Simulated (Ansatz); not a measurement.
Starting cell, Al (fcc, Cu type):

```yaml
crystal:
  lattice:
    - [0.00000, 4.04047, 4.04047]
    - [2.02024, 0.00000, 2.02024]
    - [2.02024, 2.02024, 0.00000]
  atoms:
    - { symbol: Al, position: [0.00000, 0.00000, 0.00000] }
    - { symbol: Al, position: [0.50000, 0.00000, 0.00000] }
```

A phonon eigenvector at L = (0.5, 0.0, 0.0) is frozen into this cell: atom i moves by Q times the vector below, so Q is the largest atomic displacement, in Å. The cell is held. It is one choice among 2 degenerate patterns. (q is in reciprocal vectors of the primitive cell; the cell shown is doubled to hold the pattern.)

| atom | x | y | z |
|---|---|---|---|
| Al1 | 0.285 | -0.520 | 0.805 |
| Al2 | -0.285 | 0.520 | -0.805 |

These are PBE (plane waves to 420 eV, PAW, scalar-relativistic; Ansatz, a first-principles code) values and carry that method's errors. k mesh 10×20×20 (Γ-centred), Fermi-Dirac smearing 0.05 eV. E stands for the smeared free energy. With partly filled bands, energies and forces of such displacements shift with the k mesh and the smearing. Al was relaxed with its symmetry unable to fall. The zero of ΔE is the undisplaced structure. The last digit holds for this mesh only.

```json
[
 {"Q (Å)": "-0.180", "ΔE (meV/cell)": "58.19"},
 {"Q (Å)": "-0.150", "ΔE (meV/cell)": "withheld"},
 {"Q (Å)": "-0.120", "ΔE (meV/cell)": "26.32"},
 {"Q (Å)": "-0.090", "ΔE (meV/cell)": "14.88"},
 {"Q (Å)": "-0.060", "ΔE (meV/cell)": "6.64"},
 {"Q (Å)": "-0.030", "ΔE (meV/cell)": "1.66"},
 {"Q (Å)": "0.000", "ΔE (meV/cell)": "0.00"},
 {"Q (Å)": "0.030", "ΔE (meV/cell)": "1.66"},
 {"Q (Å)": "0.060", "ΔE (meV/cell)": "6.64"},
 {"Q (Å)": "0.090", "ΔE (meV/cell)": "14.88"},
 {"Q (Å)": "0.120", "ΔE (meV/cell)": "26.32"},
 {"Q (Å)": "0.150", "ΔE (meV/cell)": "withheld"},
 {"Q (Å)": "0.180", "ΔE (meV/cell)": "58.19"}
]
```

Fit an even polynomial form (powers 2, 4) to the given rows and predict ΔE at Q = -0.150.

Least squares on the 11 given rows: ΔE = (1852)·Q² + (-1730)·Q⁴, in meV/cell with Q in Å; root-mean-square residual 0.006 meV/cell. At -0.150 the fit gives 40.79 meV/cell; the calculation gives 40.82 meV/cell, so the interpolation is off by -0.03 (-0.1 %). The quadratic term alone would give 41.67 meV/cell.

(A displaced cell: forces are minus the slopes of the energy, force constants its curvatures, and phonons follow from these.)
